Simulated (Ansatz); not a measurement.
## AlGa$_{3}$N$_{4}$: computed property card

AlGa$_{3}$N$_{4}$:
```xyz
8
Lattice="3.1633 0.0000 0.0000 -1.5817 2.7395 0.0000 0.0000 0.0000 10.2783" Properties=species:S:1:pos:R:3 pbc="T T T"
Ga     1.5817     0.9132     0.0282
N      1.5817     0.9132     1.9824
Ga     0.0000     0.0000     2.6256
N      0.0000     0.0000     4.5805
Ga     1.5817     0.9132     5.2274
N      1.5817     0.9132     7.1882
Al     0.0000     0.0000     7.7601
N      0.0000     0.0000     9.6517
```

Space group P3m1 (No. 156); conventional cell a = 3.1633 Å, b = 3.1633 Å, c = 10.2783 Å, α = 90.00°, β = 90.00°, γ = 120.00°.

Method: r²SCAN in the plane-wave PAW code Ansatz. Structure relaxed to zero pressure with the same functional. Other levels are named where they apply.

**Cell and energy**

Volume per atom: 11.13 Å³
Density: 5.45 g/cm³
Formation energy from the elements (no fitted shifts): -0.88 eV/atom

**Electronic structure**

* **Band gap**: 2.80 eV (direct)
* **Valence-band maximum**: at Γ
* **Conduction-band minimum**: at Γ
* **Electron effective mass**: 0.22 mₑ (isotropic)
* **Electron effective mass with spin–orbit coupling**: 0.22 mₑ (isotropic)
* **Hole effective mass, band 1 of 2 at the edge**: 2.0 along x, 3.7 along z (mₑ)
* **Hole effective mass, band 2 of 2 at the edge**: 0.22 along x, 3.7 along z (mₑ)
* **Hole effective mass with spin–orbit coupling**: 0.48, 0.48, 3.9 mₑ (principal values)
* **HSE06 gap on the r²SCAN cell**: 3.64 eV
* **Gap with spin–orbit coupling**: 2.80 eV

**Mechanics**

Bulk modulus (Birch–Murnaghan fit): 200 GPa
Pressure derivative B′: 4.2
Elastic constants (relaxed ions, GPa): C11 = 373, C12 = 134, C13 = 96.5, C14 = -0.8, C33 = 402, C44 = 102
Mechanical stability: stable (all eigenvalues of C positive)
Hill bulk and shear moduli: 200 and 118 GPa
Young's modulus: 296 GPa
Poisson's ratio: 0.25
Debye temperature from the elastic constants: 690 K
Piezoelectric stress constants (proper, relaxed ions, C/m²): e15 = e24 = -0.30, e16 = e21 = -0.02, e22 = 0.02, e31 = e32 = -0.46, e33 = 0.89

**Charges**

- Bader charges = Ga +1.65 to +1.66, N -2.27 to -1.66, Al +2.48 e

The start of the workflow was typed in or built on a structure type; neither database checked (COD, Materials Project) lists it. Its standing as an ambient phase is unchecked. The r²SCAN relaxation kept the symmetry of its start; whether a distortion lowers the energy is not shown. Signs of piezoelectric constants follow the polarity of the cell as given. The references are the lowest solids computed at this level, not always the standard phases (solids in place of the gases). Spin–orbit coupling is left out wherever it is not named.

Potentials: the earlier of the program's two PAW sets.
